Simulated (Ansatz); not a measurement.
Relaxed-ion elastic tensor of TiPd (CsCl type, Pm-3m) in GPa (Voigt order), plane-wave PAW PBEsol (Ansatz code); density 8.33 g/cm³, 15.37 Å³ per atom.

```
 144   183   183   0.0   0.0   0.0
 183   144   183   0.0   0.0   0.0
 183   183   144   0.0   0.0   0.0
 0.0   0.0   0.0  51.5   0.0   0.0
 0.0   0.0   0.0   0.0  51.5   0.0
 0.0   0.0   0.0   0.0   0.0  51.5
```

Is the crystal mechanically stable?

No: the smallest eigenvalue of C is -38.7 GPa.

The workflow started from an entry of the Crystallography Open Database (COD). Whether it is the stable phase at ambient conditions was not checked. Symmetry was held in the PBEsol relaxation. At this level the phase is mechanically unstable. The run is not spin-polarised. As this level gives no gap, shear constants depend on the k-mesh and smearing (Fermi–Dirac, 0.1 eV here).

Potentials: the later of the program's two PAW sets.
